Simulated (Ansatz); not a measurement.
Input and command of a plane-wave DFT calculation in Ansatz:

```yaml
crystal:
  lattice:
    - [5.8988247961, 0.0, 0.0]
    - [0.0, 5.8988247961, 0.0]
    - [0.0, 0.0, 5.8988247961]
  atoms:
    - { symbol: Ga, position: [0.2614427744, 0.2614427744, 0.2614427744] }
    - { symbol: Ga, position: [0.2614427744, 0.7385572256, 0.7385572256] }
    - { symbol: Ga, position: [0.7385572256, 0.2614427744, 0.7385572256] }
    - { symbol: Ga, position: [0.7385572256, 0.7385572256, 0.2614427744] }
    - { symbol: Bi, position: [0.0, 0.0, 0.0] }
    - { symbol: As, position: [0.5, 0.5, 0.0] }
    - { symbol: As, position: [0.5, 0.0, 0.5] }
    - { symbol: As, position: [0.0, 0.5, 0.5] }
basis:
  ecutwfc: 500
kpoints:
  mp_grid: { grid: [6, 6, 6] }
hamiltonian:
  xc: r2scan
scf:
  occupations: { method: gaussian, width: 0.1 }
output:
  forces: true
  stress: true
  eigenvalues: true
relax:
  adjacent_minimum: "off"
  f_tol: 0.01
  max_steps: 30
```

```bash
ansatz run input.yaml --threads 2 --pin off --max-ram 5120MiB --backend cpu --events-out ev --progress --plain --runs-dir out
```

Processor: Arm Neoverse V2, 2 threads, on a host shared with other jobs.

Task: Estimate time, memory and problem size.

Result: About 2.2 min on 2 threads of Arm Neoverse V2, with other jobs on the host, peak memory 0.92 GiB. It solves 68 bands at 20 k points (the mesh reduced by the symmetry that the task leaves, which can be less than the crystal's) with about 5185 plane waves, in 32 SCF iterations over 5 ionic steps.
